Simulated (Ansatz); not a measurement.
Zr2Au (MoSi2 or CaC2 type, I4/mmm), the program Ansatz at the r²SCAN level (PAW), all energies at zero smearing, with the estimated change up to a 700 eV cutoff added, with one set of potentials and settings (totals compare only within such a set). Cell of 3 atoms (2 Zr, 1 Au): -21554.941 eV.

```tsv
element	reference phase	E (eV/atom)
Zr	P6_3/mmc, 2 atoms in the cell	-4195.0260
Au	Fm-3m, 1 atoms in the cell	-13163.5078
```

Formation energy per atom, worked out: (-21554.941 − 2×(-4195.0260) − 1×(-13163.5078))/3 = -0.460 eV/atom (-44 kJ per mol of atoms), at 0 K, without zero-point energy or fitted corrections.

The first step of the workflow began from a Materials Project structure, measured or hypothetical; the Crystallography Open Database files this formula in space group No. 139, but the cells were not matched. Whether it is the stable phase at ambient conditions was not checked. Symmetry was held in the r²SCAN relaxation; whether a distortion lowers the energy is not shown. No spin polarisation was allowed. The references are the lowest solids computed at this level, not always the standard phases. Spin–orbit coupling is left out wherever it is not named.

Potentials: the later of the program's two PAW sets.
